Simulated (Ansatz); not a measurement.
SiC12:
```xyz
13
Lattice="4.2432 0.0000 0.0000 -2.1216 3.6747 0.0000 0.0000 0.0000 9.1491" Properties=species:S:1:pos:R:3 pbc="T T T"
C      1.4147     0.0000     7.4265
C      2.8285     0.0000     7.4265
C     -0.7074     1.2252     7.4265
C     -1.4142     2.4495     7.4265
C      0.7074     1.2252     7.4265
C      1.4142     2.4495     7.4265
C      1.4147     0.0000     1.7226
C      2.8285     0.0000     1.7226
C     -0.7074     1.2252     1.7226
C     -1.4142     2.4495     1.7226
C      0.7074     1.2252     1.7226
C      1.4142     2.4495     1.7226
Si     0.0000     0.0000     4.5746
```

Relaxed with r²SCAN+D4. Special points in fractions of this cell's reciprocal vectors: Γ (0.000, 0.000, 0.000); M (0.500, 0.000, 0.000); K (0.333, 0.333, 0.000); A (0.000, 0.000, 0.500); L (0.500, 0.000, 0.500); H (0.333, 0.333, 0.500).

Problem. List the band energies nearest the Fermi level at these points for plane-wave PAW r²SCAN+D4 (Ansatz code).

Solution. In eV from the Fermi level; about four levels below and three above (degenerate sets whole), none deeper than 8.9 eV; points with the same levels are listed once.

```json
[
 {"k": "Γ", "below": "-0.49 -0.49 -0.36 -0.36", "above": "0.32 1.89 1.89"},
 {"k": "M", "below": "-5.76 -3.68 -2.96 -1.22", "above": "0.46 0.61 1.06"},
 {"k": "K", "below": "-5.30 -5.30 -5.20 -0.54 -0.54", "above": "1.08 4.24 4.24"},
 {"k": "A", "below": "-0.76 -0.76 -0.39 -0.39 -0.04", "above": "2.02 2.02 5.51"},
 {"k": "L", "below": "-5.16 -3.59 -3.08 -1.08", "above": "0.02 1.14 1.37"},
 {"k": "H", "below": "-5.42 -5.42 -4.55 -0.41 -0.41", "above": "0.84 4.31 4.31"}
]
```

Space group P6/mmm. The start of the workflow was typed in or built on a structure type; neither database checked (COD, Materials Project) lists it. Whether it is the stable phase at ambient conditions was not checked. Symmetry was held in the r²SCAN+D4 relaxation. At this level the phase is mechanically unstable. Its formation energy is positive at this level, so the cell may be metastable or incomplete.

Potentials: the earlier of the program's two PAW sets.
